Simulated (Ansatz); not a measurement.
InP in space group P6_422 (No. 181; In on 3c, P on 3d) at seven volumes, r²SCAN in the plane-wave PAW code Ansatz, shape and atoms relaxed at each. One row is withheld.

```csv
V (Å³/atom),P (GPa)
21.041,8.68
21.735,5.29
22.429,?
23.122,0.00
23.816,-2.04
24.510,-3.77
25.203,-5.15
```

Fit the shown pressures and predict the withheld one.

P = (3/2)B₀(x^(7/2) − x^(5/2))[1 + (3/4)(B′ − 4)(x − 1)] with x = (V₀/V)^(2/3). Least squares on the six rows gives V₀ = 23.120 Å³/atom, B₀ = 73.6 GPa, B′ = 4.77. At V = 22.429, x = 1.0204 and P = 2.40 GPa. The run itself gave 2.42 GPa.

The start of the workflow was typed in or built on a structure type; neither database checked (COD, Materials Project) lists it. It is not the phase usual at ambient conditions (space group No. 216). The r²SCAN relaxation kept the symmetry of its start; whether a distortion lowers the energy is not shown.

Potentials: the earlier of the program's two PAW sets.
